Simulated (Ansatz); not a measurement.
Calculated ⁸⁷Sr NMR of the central transition for SrH12Br2O6

Cell: an entry of the Crystallography Open Database (COD), its atoms then relaxed with PBE in this cell.

Space group P321 (No. 150); a = 8.2040, c = 4.1590 Å, γ = 120.00°.

| site | Wyckoff | site symmetry | x | y | z |
| --- | --- | --- | --- | --- | --- |
| Sr | 1a | 32. | 0.0000 | 0.0000 | 0.0000 |
| H2 | 6g | 1 | 0.0959 | 0.4332 | 0.9056 |
| H8 | 6g | 1 | 0.3447 | 0.2356 | 0.5136 |
| Br | 2d | 3.. | 0.3333 | 0.6667 | 0.5847 |
| O16 | 3f | .2. | 0.7839 | 0.0000 | 0.5000 |
| O19 | 3e | .2. | 0.3132 | 0.0000 | 0.0000 |

One atom of each set is listed.

Computed with Ansatz: DFT, r2SCAN, plane waves and PAW, scalar-relativistic, 500 eV cutoff, Γ-centred 3×3×5 k-points, Fermi–Dirac smearing 0.02 eV.

⁸⁷Sr has I = 9/2 and Q = 305.0 mb (Pyykkö 2018); at 35.2 T its Larmor frequency is ν₀ = 65.2 MHz. Only the quadrupole interaction is simulated: positions count from each site's isotropic chemical shift, and J coupling is left out, as are shift anisotropy and dipolar coupling, which fast spinning averages.

(1) Give C_Q, η, the quadrupolar product P_Q = |C_Q|(1 + η²/3)^½, the second-order isotropic shift and the breadth of the pattern (fast magic-angle spinning) for each Sr site.

Results:

(1) 

```tsv
site	first shell	C_Q (MHz)	η	P_Q (MHz)	δ_QIS (ppm)	breadth (kHz)
Sr	9 O at 2.57–2.73 Å	7.35	0.00	7.35	-17.7	2.47
```

δ_QIS = −(ν_Q²/30ν₀²)[I(I+1) − 3/4](1 + η²/3) × 10⁶ ppm with ν_Q = 3|C_Q|/[2I(2I−1)]; it falls as 1/B₀² in ppm, and the breadth as 1/B₀ in kHz.

An axis of threefold or higher order runs through Sr, so V_zz lies along it and η is zero.

The largest force is 0.5 eV/Å, so the atoms aren't at the calculated equilibrium and relaxing them would move these values. Without spin–orbit coupling (the program notes it for Sr) the gradients are little affected as a rule: paired runs on crystals with a gap mostly move them by under 2 % at such atoms. The entry's hydrogen positions were far off; the other atoms hardly move on relaxation.
